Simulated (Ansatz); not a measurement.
One crystal and one scan (energy against volume) at two levels, r2SCAN (plane waves to 500 eV, PAW, scalar-relativistic; Ansatz, a quantum-chemistry and plane-wave program) and PBE (plane waves to 420 eV, PAW, scalar-relativistic; Ansatz), each from its own relaxed cell and on its own mesh. The cell shown is that of r2SCAN.

Re (hcp, Mg type)

```
Re
1.0
    2.75770     0.00000     0.00000
   -1.37885     2.38824     0.00000
    0.00000     0.00000     4.46255
Re
2
Direct
  0.33333   0.66667   0.75000
  0.66667   0.33333   0.25000
```

Equation-of-state scan: isotropic scaling of the cell above, V₀ being its volume. Symmetry pins the atoms to their sites.

Energies are smeared free energies. Re is run without spin polarisation. Re was relaxed with its symmetry unable to fall. Spin-orbit coupling is left out, though Re is heavy. The PAW data are Ansatz's earlier set. With the shape held, the modulus is that of even scaling; a crystal free to change shape is softer. Percentages come from the unrounded values. Both scans cover V/V₀ from 0.840 to 1.160.

Results of r2SCAN:

Lattice constant a (Å): 2.758
Lattice constant c (Å): 4.463
Relaxed volume (Å³/atom): 14.70
Pressure at the smallest volume (GPa): 98.3
Energy cost of the largest compression (meV/atom): 619
Energy cost of the largest expansion (meV/atom): 348
Bulk modulus at fixed cell shape B₀ (third-order Birch-Murnaghan fit) (GPa): 386.4
Pressure for 5 % compression (fit) (GPa): 22.2

Estimate the PBE values.


| quantity | PBE | r2SCAN − PBE |
|---|---|---|
| Lattice constant a (Å) | 2.775 | -0.017 (-0.6 %) |
| Lattice constant c (Å) | 4.483 | -0.020 (-0.5 %) |
| Relaxed volume (Å³/atom) | 14.95 | -0.25 (-1.7 %) |
| Pressure at the smallest volume (GPa) | 92.9 | +5.4 (+5.9 %) |
| Energy cost of the largest compression (meV/atom) | 594 | +25 (+4.2 %) |
| Energy cost of the largest expansion (meV/atom) | 331 | +17 (+5.2 %) |
| Bulk modulus at fixed cell shape B₀ (third-order Birch-Murnaghan fit) (GPa) | 362.5 | +23.9 (+6.6 %) |
| Pressure for 5 % compression (fit) (GPa) | 20.8 | +1.4 (+6 %) |

r2SCAN gives the higher value for: pressure at the smallest volume; energy cost of the largest compression; energy cost of the largest expansion; bulk modulus at fixed cell shape B₀; pressure for 5 % compression. r2SCAN gives the lower value for: lattice constant a; lattice constant c; relaxed volume.

(Under strain, the slope of the energy per volume gives the stress and its curvature an elastic modulus.)
